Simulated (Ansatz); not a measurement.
Given:

PbS:
```
CELL_PARAMETERS angstrom
      0.00000     2.96702     2.96702
      2.96702     0.00000     2.96702
      2.96702     2.96702     0.00000
ATOMIC_POSITIONS crystal
  Pb 0.00000 0.00000 0.00000
  S  0.50000 0.50000 0.50000
```

This is the PBE+D3(BJ)-relaxed structure.

**Question.** All from PBE+D3(BJ) (plane waves, PAW; program Ansatz), unless another level is named. Estimate the gap with spin–orbit coupling.

**Answer.** 0.08 eV.

**Question.** Next, the hole effective mass?

**Answer.** 0.12, 0.12, 0.14 mₑ (principal values).

**Question.** Next, the band gap?

**Answer.** 0.37 eV (direct).

**Question.** What about the formation energy from the elements (no fitted shifts)?

**Answer.** -0.59 eV/atom.

**Question.** Give the weight of the conduction-edge state by species (Voronoi cells).

**Answer.** Pb 61 %, S 39 %.

Space group Fm-3m (rock salt). The cell was relaxed with PBE+D3(BJ) under the symmetry of its start. The references are the lowest solids computed at this level, not always the standard phases. Scalar-relativistic: spin–orbit coupling is off unless named, which matters more the heavier the elements.

Potentials: the earlier of the program's two PAW sets.
